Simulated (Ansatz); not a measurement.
BeSe (zinc blende)

```yaml
crystal:
  lattice:
    - [0.00000, 2.56446, 2.56446]
    - [2.56446, 0.00000, 2.56446]
    - [2.56446, 2.56446, 0.00000]
  atoms:
    - { symbol: Se, position: [0.75000, 0.75000, 0.75000] }
    - { symbol: Be, position: [0.00000, 0.00000, 0.00000] }
```

The slice is a {110} plane (indices of the conventional cell) through the point (0.750, 0.750, 0.750) (fractional), spanned by u = [100] and v = [1 -1 -1] in vectors of this cell: u (3.63 Å) and v (5.13 Å, at 90° to u). It covers one period; positions are fractions (u, v).

Calculation: PBEsol (plane waves to 420 eV, PAW, scalar-relativistic; Ansatz, a program for electronic structure). k mesh 11×11×11. These are valence fields of a PAW run, semicore shells included where kept as valence: close to a nucleus they are smooth pseudo fields. BeSe was relaxed with its symmetry unable to fall.

Question: What is the valence density on the shortest Se–Be line in this plane (2.22 Å), at its midpoint?

Answer: 0.59 e/Å³.

Question: What is the ELF at the midpoint of the shortest Se–Be line in this plane (2.22 Å)?

Answer: 0.9.

Question: The ELF has a maximum in the middle third of the Se–Be line. Where, and how high?

Answer: 0.90, 1.3 Å from Se.

Question: Predict the map of the valence electron density on the slice.

Answer: 
```
|9988665544332222223344556688|
|7766554444333322333344445566|
|5555444433333322333333444455|
|4444333333332222223333333344|
|3333333333222200222233333333|
|2222222222222222222222222222|
|1111111122222222222222111111|
|0000111122222222222222111100|
|0000001111222222222211110000|
|0000000011112222221111110000|
|0000000011111111111111000000|
|0000000000111111111100000000|
|1111111100000000000000111111|
|2222111111000000000011111122|
|3333222211110000001111222233|
|4444332222110000001122223344|
|5544443322221100112222334444|
|7766554433221111112233445566|
|9988664433332211223333446688|
|9999775544332222223344557799|
```
Scale: ten equal steps from -1.67 (start of '0') to 1.66 (end of '9'), in the order '0123456789'. Values: log₁₀ of the valence density in e/Å³. The map has 14 points along u (two characters each, u = 0 at the left) and 20 along v (v = 0 in the bottom row). The scale is logarithmic, as a density can span decades between atoms and voids.
